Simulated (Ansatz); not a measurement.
Crystals of one structure type (zinc blende) and one family of elements, relaxed and computed with PBE in the plane-wave PAW code Ansatz.

```tsv
crystal	V (Å³/atom)	gap (eV)
ZnS	20.16	2.02
ZnSe	23.55	1.15
CdS	26.02	?
CdSe	29.74	0.49
CdTe	36.24	0.58
```

Q: Fit a straight line to E_g against V and predict the withheld value.

A: Least squares on the 4 shown rows: E_g = -0.085 × V + (3.391), with a scatter of 0.31. For CdS this gives 1.18. The run itself gave 1.04, within the scatter.

All cells were relaxed under the symmetry of their starts (and spin orders); stability against distortions was not tested throughout. Spin–orbit coupling is left out wherever it is not named.

Potentials: the later of the program's two PAW sets.
